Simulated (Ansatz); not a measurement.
# Computed properties of In7Te10

In7Te10:
```
CELL_PARAMETERS angstrom
      7.63442     4.40773     6.40122
     -7.63442     4.40773     6.40122
      0.00000    -8.81546     6.40122
ATOMIC_POSITIONS crystal
  In 0.74653 0.33529 0.17013
  In 0.17013 0.74653 0.33529
  In 0.33529 0.17013 0.74653
  In 0.82987 0.66471 0.25347
  In 0.66471 0.25347 0.82987
  In 0.25347 0.82987 0.66471
  In 0.14895 0.11494 0.42266
  In 0.42266 0.14895 0.11494
  In 0.11494 0.42266 0.14895
  In 0.57734 0.88506 0.85105
  In 0.88506 0.85105 0.57734
  In 0.85105 0.57734 0.88506
  In 0.42700 0.42700 0.42700
  In 0.57300 0.57300 0.57300
  Te 0.07468 0.66824 0.57062
  Te 0.57062 0.07468 0.66824
  Te 0.66824 0.57062 0.07468
  Te 0.42938 0.33176 0.92532
  Te 0.33176 0.92532 0.42938
  Te 0.92532 0.42938 0.33176
  Te 0.83037 0.16963 0.00000
  Te 0.00000 0.83037 0.16963
  Te 0.16963 0.00000 0.83037
  Te 0.56063 0.22719 0.31929
  Te 0.31929 0.56063 0.22719
  Te 0.22719 0.31929 0.56063
  Te 0.68071 0.77281 0.43937
  Te 0.77281 0.43937 0.68071
  Te 0.43937 0.68071 0.77281
  Te 0.90861 0.09139 0.50000
  Te 0.50000 0.90861 0.09139
  Te 0.09139 0.50000 0.90861
  Te 0.16512 0.16512 0.16512
  Te 0.83488 0.83488 0.83488
```

Space group R32 (No. 155); conventional cell a = 15.269 Å, b = 15.269 Å, c = 19.204 Å, α = 90.00°, β = 90.00°, γ = 120.00°.

Method: the program Ansatz at the r²SCAN level (PAW). Structure relaxed to zero pressure with the same functional. Other levels are named where they apply.

### Cell and energy

| Property | Value |
|---|---|
| Volume per atom | 38.01 Å³ |
| Density | 5.34 g/cm³ |
| Formation energy from the elements (no fitted shifts) | -0.46 eV/atom |

### Electronic structure

| Property | Value |
|---|---|
| Band gap | 1.36 eV (smallest direct gap 1.38 eV) |
| Valence-band maximum | off the standard path, at k = (0.031, 0.167, -0.208) in fractions of the reciprocal vectors |
| Conduction-band minimum | at Γ |

The workflow started from a Materials Project entry (that database holds measured and hypothetical structures alike); the Crystallography Open Database files this formula in space group No. 155, but the cells were not matched. Its standing as an ambient phase is unchecked. The cell was relaxed with r²SCAN under the symmetry of its start; whether a distortion lowers the energy is not shown. The references are the lowest solids computed at this level, not always the standard phases. Spin–orbit coupling is left out wherever it is not named.

Potentials: the later of the program's two PAW sets.
